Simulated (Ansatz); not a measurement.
Computed with DFT PBE, scalar-relativistic, plane waves, PAW (Ansatz 0.2.0). All cells share a 420 eV cutoff and Γ-centred k meshes spaced at most about 0.3 Å⁻¹ (about 0.25 or finer for metals, 2π included). No spin polarisation in the final relaxations.

These are static total energies at zero pressure.

Compare these two cells of SnCl, each relaxed at this level.

A.

```
Sn Cl
1.0
     3.50120    0.00000    0.00000
    -1.75060    3.03212    0.00000
     0.00000    0.00000   10.19746
Sn Cl
2 2
Direct
  0.33333 0.66667 0.31171
  0.66667 0.33333 0.81171
  0.33333 0.66667 0.06329
  0.66667 0.33333 0.56329
```

B.

```
Sn Cl
1.0
    -2.89731    2.89731    1.66497
     2.89731   -2.89731    1.66497
     2.89731    2.89731   -1.66497
Sn Cl
1 1
Direct
  0.50000 0.50000 0.00000
  0.25000 0.75000 0.50000
```

**Question.** Which would you expect to be lower, and how large is the difference?

**Answer.** A is lower, by 94 meV/atom. A has space group P6_3mc (No. 186), 27.1 Å³/atom and no gap on its mesh; B has space group I-4m2 (No. 119), 28.0 Å³/atom and no gap. Counting Cl atoms around Sn (those within 1.25 times the shortest such distance or 1.15 times the sum of covalent radii, 1.27 where that leaves under three; the shortest distance is added where it exceeds 1.18 times the sum of covalent radii), A has Sn 1 and B has Sn 4 from 3.0 Å. Origin: A is a Materials Project cell, relaxed; B was invented. A third cell relaxed alike, in P4/nmm, lies 48 meV/atom below the lower of the two.

No dispersion correction is applied, so the spacing and binding between layers, chains or molecules are poorly described (P6_3mc), and this can change margins and order among such cells. In I-4m2 an odd number of electrons in the primitive cell allows no gap without spin; a larger cell or a magnetic state could open one. Cells relaxed within their symmetry can be saddle points.
